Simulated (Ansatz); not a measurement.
# AlGa2P3: relaxed-ion elastic tensor

These are results of DFT PBE, scalar-relativistic, plane waves, PAW in Ansatz 0.2.0, not measurements. Cutoff 420 eV, 12×12×4 k-points (Γ-centred), fixed occupations. No spin polarisation.

Relaxed structure:
```
Al Ga P
1.0
     3.89445    0.00000    0.00000
    -1.94722    3.37269    0.00000
     0.00000    0.00000    9.53740
Al Ga P
1 2 3
Direct
  0.00000 0.00000 0.99973
  0.33333 0.66667 0.66661
  0.66667 0.33333 0.33347
  0.33333 0.66667 0.91733
  0.66667 0.33333 0.58327
  0.00000 0.00000 0.24959
```

The structure comes from a generated guess, relaxed at this level; another structure or a mixture of phases may lie lower.

Question: Give the relaxed-ion elastic constants (GPa, Voigt order xx yy zz yz xz xy, on the Cartesian axes of the cell above).

Answer:
C11 = 153.6, C12 = 46.0, C13 = 36.6, C14 = 13.2, C22 = 153.6, C23 = 36.6, C24 = -13.2, C33 = 162.8, C44 = 44.0, C55 = 44.0, C56 = 13.2, C66 = 53.8 GPa; the others vanish.

Question: Is the crystal stable against homogeneous strain?

Answer: Yes: the least eigenvalue of the tensor is 34.8 GPa.

Question: And the moduli of a polycrystal (Hill averages)?

Answer: B = 79 GPa, G = 50 GPa, E = 123 GPa, ν = 0.24.
